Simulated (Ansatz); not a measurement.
(100) slab cut from the bulk of Ca, 15 Å of vacuum:

```yaml
crystal:
  lattice:
    - [3.93775, 0.00000, 0.00000]
    - [0.00000, 3.93775, 0.00000]
    - [0.00000, 0.00000, 23.35323]
  atoms:
    - { symbol: Ca, position: [0.50000, 0.50000, 0.32115] }
    - { symbol: Ca, position: [0.00000, 0.00000, 0.44038] }
    - { symbol: Ca, position: [0.50000, 0.50000, 0.55962] }
    - { symbol: Ca, position: [0.00000, 0.00000, 0.67885] }
```

These are results of DFT r2SCAN, scalar-relativistic, plane waves, PAW (Ansatz 0.2.0), not measurements. Plane waves to 500 eV, a k mesh through Γ of 9×9×1 on the computed 4-atom cell and Gaussian smearing (0.10 eV); no spin polarisation. A dipole correction removes the field between periodic images along c.

This base run converges in 8 iterations with a largest force of 0.092 eV/Å and a work function of 2.82 eV on the top face.

One setting at a time is then changed, some of them on purpose to poor values; changes count from the base run, energies are extrapolated to zero smearing, γ keeps the base's bulk energy, atoms stay where they are, and risky runs are capped at 50 to 100 iterations.

Q: What happens with at most 5 SCF iterations?

A: It doesn't converge (5 iterations).

Q: What happens with occupations gaussian 0.01 eV?

A: It converges in 11 iterations; ΔE (meV/atom) -0.7, Δγ (J/m²) -0.001, Δφ top (eV) +0.01, largest force (eV/Å) 0.096, largest change of a force (eV/Å) 0.005.

Q: What happens with cutoff 360 eV?

A: It converges in 8 iterations; ΔE (meV/atom) +3.1, Δφ top (eV) 0.00, largest force (eV/Å) 0.092, largest change of a force (eV/Å) 0.001.

Q: What happens with occupations fermi-dirac 0.025 eV?

A: It converges in 8 iterations; ΔE (meV/atom) -0.3, Δγ (J/m²) -0.001, Δφ top (eV) 0.00, largest force (eV/Å) 0.094, largest change of a force (eV/Å) 0.003.

Q: What happens with dipole ramp at c = 0.719?

A: It converges in 20 iterations; ΔE (meV/atom) +349.4, Δγ (J/m²) +0.722, largest force (eV/Å) 3.954, largest change of a force (eV/Å) 3.873. The vacuum level falls under the Fermi level and electrons spill into the vacuum, so these numbers aren't the slab's own response.

The smearing is narrow for a metal on this mesh. In some of the runs (ramp position 0.719, vacuum 10) charge leaks into the vacuum, so their work functions can be off.